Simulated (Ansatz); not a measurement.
Relaxed-ion elastic tensor of AlCuSnS₄ in space group Imma (No. 74; Pearson symbol oI28) in GPa (Voigt order), DFT-LDA in the program Ansatz with PAW potentials; density 4.41 g/cm³, 18.16 Å³ per atom.

|  | 1 | 2 | 3 | 4 | 5 | 6 |
|---|---|---|---|---|---|---|
| 1 | 159 | 44.4 | 75.4 | 0.0 | 0.0 | 0.0 |
| 2 | 44.4 | 171 | 77.2 | 0.0 | 0.0 | 0.0 |
| 3 | 75.4 | 77.2 | 135 | 0.0 | 0.0 | 0.0 |
| 4 | 0.0 | 0.0 | 0.0 | 60.9 | 0.0 | 0.0 |
| 5 | 0.0 | 0.0 | 0.0 | 0.0 | 59.6 | 0.0 |
| 6 | 0.0 | 0.0 | 0.0 | 0.0 | 0.0 | 27.9 |

### Question
Is the crystal mechanically stable?

### Answer
Yes: the smallest eigenvalue of C is 27.9 GPa.

### Question
Work out the Voigt, Reuss and Hill averages.

### Answer
K_V = 95.4, K_R = 95.3, K_H = 95.3; G_V = 47.5, G_R = 41.5, G_H = 44.5 GPa.

### Question
Give Young's modulus, Poisson's ratio, Pugh's ratio and the universal anisotropy index.

### Answer
E = 9KG/(3K + G) = 116 GPa; ν = 0.30; K/G = 2.14 (ductile by the Pugh limit of 1.75); A_U = 5G_V/G_R + K_V/K_R − 6 = 0.72.

### Question
Estimate the sound speeds and the Debye temperature.

### Answer
v_l = √((K + 4G/3)/ρ) = 5920 m/s, v_t = √(G/ρ) = 3180 m/s, mean 3550 m/s; Θ = (h/k)(3n/4πV)^(1/3) v_m = 402 K.

### Question
Solve the Christoffel equation for the three sound speeds along x, y, z.

### Answer
Eigenvalues of C_ijkl n_j n_l equal ρv². In km/s, slowest first: x 2.52, 3.68, 6.00; y 2.52, 3.72, 6.23; z 3.68, 3.72, 5.53.

### Question
How much does each axis shrink under pressure?

### Answer
Linear compressibilities β_i = Σ_j S_ij (j = 1 to 3): x 3.7, y 3.3, z 3.4 per TPa.

The first step of the workflow began from a Materials Project structure, measured or hypothetical; the Crystallography Open Database copy checked does not list it. Whether it is the stable phase at ambient conditions was not checked. The cell was relaxed with LDA under the symmetry of its start; whether a distortion lowers the energy is not shown. The run is not spin-polarised. Scalar-relativistic: spin–orbit coupling is off unless named, which matters more the heavier the elements.

Potentials: the later of the program's two PAW sets.
